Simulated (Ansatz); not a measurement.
InPd:
```
InPd
1.0
    3.30512     0.00000     0.00000
    0.00000     3.30512     0.00000
    0.00000     0.00000     3.30512
In Pd
1 1
Direct
  0.50000   0.50000   0.50000
  0.00000   0.00000   0.00000
```

Relaxed with PBE. Special points in fractions of this cell's reciprocal vectors: Γ (0.000, 0.000, 0.000); X (0.000, 0.500, 0.000); M (0.500, 0.500, 0.000); R (0.500, 0.500, 0.500).

Task: List the band energies nearest the Fermi level at these points for PBE with spin–orbit coupling in the plane-wave PAW code Ansatz.

Result: In eV from the Fermi level; about four levels below and three above (degenerate sets whole), none deeper than 8.9 eV; points with the same levels are listed once.

```
k                                below                          above
-  -----------------------------------  -----------------------------
Γ  -2.31 -2.31 -2.31 -2.31 -2.04 -2.04  3.66 3.66 4.38 4.38 4.38 4.38
X              -2.27 -2.27 -1.10 -1.10            8.94 8.94 9.55 9.55
M              -2.19 -2.19 -1.67 -1.67            1.30 1.30 2.36 2.36
R  -1.64 -1.64 -1.64 -1.64 -0.21 -0.21  3.50 3.50 3.84 3.84 3.84 3.84
```

Space group Pm-3m (CsCl type). Symmetry was held in the PBE relaxation. The run is not spin-polarised.

Potentials: the earlier of the program's two PAW sets.
